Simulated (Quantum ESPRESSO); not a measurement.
# Band energies of PdCl2 monolayer

```xyz
6
Lattice="6.3670 0.0000 0.0000 0.0000 3.9607 0.0000 0.0000 0.0000 15.7000" Properties=species:S:1:pos:R:3 pbc="T T T"
Cl     1.6135     3.0051     1.3201
Cl     4.7970     2.9359     1.3201
Cl     4.7535     0.9556    -1.3201
Cl     1.5700     1.0247    -1.3201
Pd     0.0000     0.0000     0.0000
Pd     3.1835     1.9803     0.0000
```

PBEsol (Quantum ESPRESSO, PseudoDojo norm-conserving, 82 Ry, no spin-orbit coupling); path ΓXSYΓS; energies in eV from the valence-band maximum.

```
k (1/Å)  point  band 28  band 29  band 30  band 31  band 32  band 33  band 34  band 35
-------  -----  -------  -------  -------  -------  -------  -------  -------  -------
0.00         Γ    -1.62    -0.79    -0.78    -0.43     0.00     1.34     2.22     4.78
0.20              -1.44    -0.80    -0.78    -0.49    -0.03     1.27     2.05     4.90
0.40              -1.16    -0.87    -0.76    -0.62    -0.12     1.11     1.64     5.23
0.59              -0.98    -0.96    -0.75    -0.68    -0.27     0.95     1.21     5.67
0.79         X    -1.04    -0.88    -0.88    -0.47    -0.47     0.95     0.95     6.16
1.04              -1.30    -0.57    -0.57    -0.34    -0.34     1.24     1.24     6.61
1.29         S    -1.51    -0.43    -0.43    -0.16    -0.16     1.49     1.49     6.36
1.48              -1.44    -0.45    -0.45    -0.19    -0.19     1.50     1.50     6.08
1.68              -1.24    -0.50    -0.50    -0.28    -0.28     1.54     1.54     5.63
1.88              -1.02    -0.58    -0.58    -0.41    -0.41     1.59     1.59     5.30
2.08         Y    -0.90    -0.65    -0.65    -0.47    -0.47     1.62     1.62     5.18
2.24              -0.89    -0.68    -0.61    -0.54    -0.42     1.46     1.86     5.49
2.41              -1.33    -0.78    -0.60    -0.48    -0.23     1.37     2.11     5.20
2.57         Γ    -1.62    -0.79    -0.78    -0.43     0.00     1.34     2.22     4.78
2.71              -1.47    -0.79    -0.75    -0.46    -0.06     1.33     2.14     4.90
2.84              -1.14    -0.82    -0.66    -0.52    -0.19     1.30     1.94     5.25
2.97              -0.86    -0.81    -0.62    -0.59    -0.28     1.28     1.71     5.76
3.11              -0.97    -0.62    -0.58    -0.46    -0.28     1.32     1.54     6.15
3.24              -1.22    -0.50    -0.48    -0.30    -0.25     1.39     1.47     6.20
3.51         S    -1.51    -0.43    -0.43    -0.16    -0.16     1.49     1.49     6.36
```

The PBEsol gap is indirect, 0.95 eV, from Γ to 75 % of the way from Γ to X; the smallest direct gap is 1.22 eV. The valence-band maximum lies 6.32 eV below the vacuum level.

Spin-orbit splittings are left out.

Geometry relaxed with PBEsol.

This is a model layer cut from the bulk structure; whether it is stable on its own was not checked.
